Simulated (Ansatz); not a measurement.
TaN in space group P-6m2 (No. 187; Ta on 1b, N on 1e) under volume change, LDA (plane waves, PAW; program Ansatz), shape and atoms relaxed at each volume.

```
V (Å³/atom)  E − E(relaxed) (meV/atom)  P (GPa)
-----------  -------------------------  -------
9.492                            118.4    43.88
9.805                             49.7    26.88
10.118                            11.8    12.37
10.431                             0.0    -0.01
10.744                            10.6   -10.55
11.057                            40.2   -19.54
11.370                            86.1   -27.20
```

### Question
What does a third-order Birch–Murnaghan fit give for V₀, B₀ and B′?

### Answer
V₀ = 10.43 Å³/atom, B₀ = 380 GPa, B′ = 4.3.

The workflow started from a Materials Project entry (that database holds measured and hypothetical structures alike); the Crystallography Open Database files this formula in space group No. 187, but the cells were not matched. It is not the phase usual at ambient conditions (space group No. 189). The cell was relaxed with LDA under the symmetry of its start; its stability against distortions is not shown here. The run is not spin-polarised. Spin–orbit coupling is left out wherever it is not named.

Potentials: the earlier of the program's two PAW sets. The files were generated under PBE; for other functionals the program regenerates the frozen cores, and for LDA and PBEsol the local potential too.
